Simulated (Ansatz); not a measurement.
## InOs: rattling a relaxed structure

It was reached by relaxing an invented guess, and it needn't be the stable form of this composition.

All numbers below come from DFT PBE, scalar-relativistic, plane waves, PAW (Ansatz 0.2.0). Cutoff 420 eV; k points 24×24×24 on the computed 2-atom cell (Γ-centred); Gaussian smearing, width 0.10 eV; no spin polarisation.

The cell below (2 atoms, space group R-3m (No. 166)) is relaxed within its symmetry.

```
In Os
1.0
     1.50698    0.87006    4.42237
    -1.50698    0.87006    4.42237
     0.00000   -1.74011    4.42237
In Os
1 1
Cartesian
  0.0000 0.0000 0.0000
  0.0000 0.0000 6.6336
```

For the test a repeat of it with 4 atoms (edges 3.01, 4.75, 5.22 Å) was strained at random (σ = 1.5 % a component), the atoms were moved at random (σ = 0.15 Å), and all was relaxed again on a coarse 8×8×4 mesh (in the run’s order of axes) with 0.20 eV smearing, with no symmetry imposed.

These runs have no spin–orbit coupling, which can matter for Os.

Q: Does it come back?

A: It doesn't return. The energy falls by 23 meV/atom on that mesh, the volume changes by 3.6 %, and the end has space group C2/m (No. 12) at a loose tolerance. Relaxed again on a 16×16×10 mesh with 0.10 eV smearing, the new structure lies 22 meV/atom below the first (mesh in the axes of the run's cell; the cell below is made exact in the group named). Space group C2/m (No. 12), monoclinic, a = 9.256 Å, b = 2.970 Å, c = 5.474 Å, β = 105.1°. In on its first site is surrounded by 6 Os at 2.78 Å and 6 In at 2.97–3.11 Å; In on its second site has 4 Os at 2.82 Å, 6 In at 2.97–3.11 Å and 2 Os at 3.19 Å; Os has 2 Os at 2.70 Å, 5 In at 2.78–2.82 Å, 2 Os at 2.97 Å, 1 In at 3.19 Å and 2 Os at 3.55 Å.

```cif
data_structure
_symmetry_space_group_name_H-M 'C2/m'
_symmetry_Int_Tables_number 12
_cell_length_a 9.2555
_cell_length_b 2.9700
_cell_length_c 5.4739
_cell_angle_alpha 90.000
_cell_angle_beta 105.118
_cell_angle_gamma 90.000
_cell_volume 145.27
loop_
_atom_site_label
_atom_site_type_symbol
_atom_site_symmetry_multiplicity
_atom_site_Wyckoff_symbol
_atom_site_fract_x
_atom_site_fract_y
_atom_site_fract_z
_atom_site_occupancy
In1 In 2 b 0.00000 0.50000 0.00000 1
In2 In 2 c 0.00000 0.00000 0.50000 1
Os1 Os 4 i 0.74385 0.00000 0.79208 1
```
